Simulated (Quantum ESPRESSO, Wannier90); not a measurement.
Tight-binding from DFT: InP (zinc blende)

```
CELL_PARAMETERS angstrom
      0.00000     2.95198     2.95198
      2.95198     0.00000     2.95198
      2.95198     2.95198     0.00000
ATOMIC_POSITIONS crystal
  In 0.00000 0.00000 0.00000
  P  0.75000 0.75000 0.75000
```

Cell from Materials Project (mp-20351), symmetrised, no further relaxation. COD (Crystallography Open Database) has an entry of this formula and space group (matched by these alone). Method: PBEsol plane waves in Quantum ESPRESSO 7.5 (PseudoDojo norm-conserving files, 56 Ry, spinors with spin-orbit coupling), Bloch states on a 8×8×8 mesh through Γ, Wannier90 4.0.1. Density: 10×10×10 mesh, Gaussian smearing 0.01 Ry.

Base run: 16 functions from bands 11-40 of the 40 computed, start hydrogen-like In: s;p; P: s;p, centres 0.05 Å off the atoms, frozen window up to 1.96 eV relative to the valence-band maximum, outer window open. One setting was then changed (edges relative to the valence-band maximum; misfit to pw.x on a path, for states up to 1.5 eV relative to the valence-band maximum).

```tsv
run	Ω_I (Å²)	rms misfit (meV)	worst (meV)
base	23.42	5.1	45
changed	37.41	3.2	16
```

Which change was made?
A) only the lowest 18 of the kept bands
B) frozen window to 2.96 eV
C) frozen window to 0.96 eV
D) frozen window to -0.04 eV
E) no frozen window

A, only the lowest 18 of the kept bands. The others give:

```tsv
run	Ω_I (Å²)	rms misfit (meV)	worst (meV)
frozen window to -0.04 eV	22.71	52	393
frozen window to 0.96 eV	22.71	52	392
frozen window to 2.96 eV	26.63	3.6	18
no frozen window	21.80	202	651
```
